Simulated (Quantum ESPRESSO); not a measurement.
Field gradients of MgF2 from a PBE PAW density (pw.x of a modified build of Quantum ESPRESSO, JTH datasets) with the all-electron reconstruction of Petrilli and co-workers, 22.5 Ha, k-mesh 5×5×7 through Γ:

```xyz
6
Lattice="4.6152 0.0000 0.0000 0.0000 4.6152 0.0000 0.0000 0.0000 3.0478" Properties=species:S:1:pos:R:3 pbc="T T T"
Mg     2.3076     2.3076     1.5239
Mg     0.0000     0.0000     0.0000
F      3.1889     3.1889     0.0000
F      1.4263     1.4263     0.0000
F      3.7339     0.8813     1.5239
F      0.8813     3.7339     1.5239
```
The cell was made here from a computed Materials Project entry: F3 and its equivalents moved by 0.04 Å along (-0.71, -0.71, 0.00), space group kept. The parent is MgF2 in P4₂/mnm. Stability against distortions was not tested.

Vzz is the sum of three terms, each taken along its main axis: the smooth valence density, the ions (nucleus and frozen core) with the augmentation charges of all other spheres, and the all-electron minus smooth density in the atom's own sphere. The split hangs on the datasets.  Cores are frozen. Against all-electron runs on small test molecules, this scheme's |Vzz| missed by −6 to +4 % (−29 % in KF) on F. Mg had no test against all-electron runs.

```tsv
site	smooth valence density	ions and other spheres	own sphere	Vzz (a.u.)
Mg (atoms 1, 2)	-0.159	0.154	(withheld)	(withheld)
F (atoms 3, 4, 5, 6)	0.130	-0.214	(withheld)	(withheld)
```

### Question
What belongs in the gaps?

### Answer

- Mg (atoms 1, 2), own sphere: -0.117
- Mg (atoms 1, 2), Vzz (a.u.): -0.122
- F (atoms 3, 4, 5, 6), own sphere: -0.375
- F (atoms 3, 4, 5, 6), Vzz (a.u.): -0.460
